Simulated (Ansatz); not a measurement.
## Structure relaxation, GaIr

The start is a generated cell, GaIr built in the AFLOW prototype AB_hR2_166_a_b (L1_1, as in CuPt). The structure is fully relaxed (lattice and positions, P = 0) with PBEsol (plane waves to 420 eV, PAW, scalar-relativistic; Ansatz, a first-principles code). The first steps use a coarse 14×14×14 k-mesh.

The start:
```
CELL_PARAMETERS angstrom
      1.35958     0.78495     4.33792
     -1.35958     0.78495     4.33792
      0.00000    -1.56991     4.33792
ATOMIC_POSITIONS crystal
  Ga 0.00000 0.00000 0.00000
  Ir 0.50000 0.50000 0.50000
```

What band gap does the relaxed structure have at this level?

Zero (metallic).

Give the final cell and atomic positions.


Space group R-3m, hexagonal axes (No. 166); a = b = 2.8443 Å, c = 12.1444 Å, α = β = 90.00°, γ = 120.00°

```json
[
 {"atom": "Ga", "site": "3a", "symmetry": "-3m", "x": "0.0000", "y": "0.0000", "z": "0.0000"},
 {"atom": "Ir", "site": "3b", "symmetry": "-3m", "x": "0.0000", "y": "0.0000", "z": "0.5000"}
]
```
(The calculation used a cell of 2 atoms; values per cell refer to that cell.)

The space group stays R-3m (No. 166) (the run could not lower it); the end is AFLOW prototype AB_hR2_166_a_b (L1_1, as in CuPt), with 2 atoms in the primitive cell. Final values are on a 19×19×19 k-mesh of the relaxed cell. No spin polarisation in the result.

The run could not lose the symmetry of its start, so the end can be a saddle point.

All atoms sit on sites fixed by symmetry, so only the cell could relax.

The relaxed structure here is a generated cell of GaIr: the first start was made by placing the elements on the sites of a structure type, and the end was not matched to a known phase here, so it may be hypothetical.
